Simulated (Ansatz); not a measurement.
**C (bcc type) under strong compression**

```
CELL_PARAMETERS angstrom
-1.16361 1.16361 1.16361
1.16361 -1.16361 1.16361
1.16361 1.16361 -1.16361
ATOMIC_POSITIONS crystal
C 0.00000 0.00000 0.00000
```

The cell comes from a relaxation on PAW files under the same functional, begun from a prototype that needn't be the stable phase.

Its volume is scaled at fixed shape and fractional positions.

All numbers are LDA results (scalar-relativistic) from Ansatz 0.2.0, with a Γ-centred 22×22×22 k mesh, Fermi–Dirac smearing of 0.1 eV, no spin polarisation. Methods: LAPW: all electrons, basis error target 1 meV/atom; PAW: frozen-core files, cutoff 420 eV; crystal datasets: all electrons, by PAW datasets that the program makes for each cell; norm-conserving: pseudopotentials, cutoff 1116 eV; PAW (cutoff 250 eV): frozen-core files, cutoff 250 eV.

Energies are extrapolated to zero smearing and count from the unscaled cell; pressure is positive in compression; gaps take the mesh and a band path. No temperature or zero-point motion is included.

The PAW files were made under PBE. The structure type is held throughout; the real material can change phase at far lower pressure.

```tsv
V/V0	V (Å³/atom)	P LAPW (GPa)	ΔE LAPW (eV/atom)	P PAW − LAPW (GPa)	ΔE PAW − LAPW (meV/atom)
1.00	6.30	0.02	0.000	-0.02	0.0
0.92	5.80	22.3	0.032	0.02	-0.1
0.84	5.29	55.5	0.151	0.09	0.2
0.76	4.79	106.0	0.399	-0.09	0.2
0.68	4.29	184.0	0.846	-0.06	-0.3
0.60	3.78	?	?	?	?
0.52	3.28	508.0	2.854	-0.88	0.2
0.45	2.84	814.6	4.637	-2.65	-4.9
```

Task: Fit the Vinet equation to the LAPW pressures shown (residuals weighted by 1/(|P| + 0.03·Pmax)), and predict the pressure of the withheld row.

Result: The fit gives V0 = 6.30 Å³/atom, B0 = 222 GPa and B0′ = 4.18. At 3.78 Å³/atom, x = (V/V0)^(1/3) = 0.8433, and P = 3·B0·(1 − x)/x²·exp[1.5·(B0′ − 1)·(1 − x)] = 309.1 GPa. The run itself gave 306.6 GPa (+0.8 % off) and ΔE = 1.603 eV/atom.

Task: From the table, what is the rise of the enthalpy H = E + pV up to the last row, and how stiff is the crystal between the last two rows?

Result: ΔH = 4.637 eV + (814.6 GPa × 2.84 Å³ − 0.02 GPa × 6.30 Å³) × 0.006242 eV/(GPa·Å³) = 19.05 eV/atom, of which pV makes 76 %. The mean bulk modulus there is −ΔP/Δln V = 2120 GPa.

Task: At the smallest volume, how far do crystal datasets and norm-conserving and PAW (cutoff 250 eV) lie from LAPW in pressure?

Result: crystal datasets: +0.01 GPa; norm-conserving: +24.31 GPa; PAW (cutoff 250 eV): +92.56 GPa, on a LAPW pressure of 814.6 GPa.

Task: How do the Löwdin populations by LAPW change from the unscaled cell to the last row?

Result: C 2s 1.50 → 1.02, C 2p 2.48 → 2.94 electrons an atom. These are projections on the shells that the free atoms fill; 0.02 e a cell lies outside them at the start and 0.05 e at the end.
